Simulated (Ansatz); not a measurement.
BeS:
Space group F-43m (No. 216); a = b = c = 4.876 Å, α = β = γ = 90.00°

```csv
atom,site,symmetry,x,y,z
Be,4b,-43m,0.5000,0.5000,0.5000
S,4d,-43m,0.7500,0.7500,0.7500
```
(The calculation used a cell of 2 atoms; values per cell refer to that cell.)

Relaxed with PBE.

Task: Give the optical modes at the zone centre with their infrared and Raman activity from DFPT, PBE in the plane-wave PAW code Ansatz.

Result: Transverse frequencies, without the LO–TO term; a row sums one degenerate level.

```csv
ω (cm⁻¹),degeneracy,IR ((D/Å)²/amu),Raman (Å⁴/amu),activity,symmetry
558,3,25.84,47,IR+Raman,T2
```

Task: How high does the top mode go among those that the LO–TO term moves?

Result: 657 cm⁻¹ for q along x.

The cell was relaxed with PBE under the symmetry of its start; phonons on a q-mesh show no instability. The volume moved by 29 % from the start of the relaxation.

Potentials: the later of the program's two PAW sets.
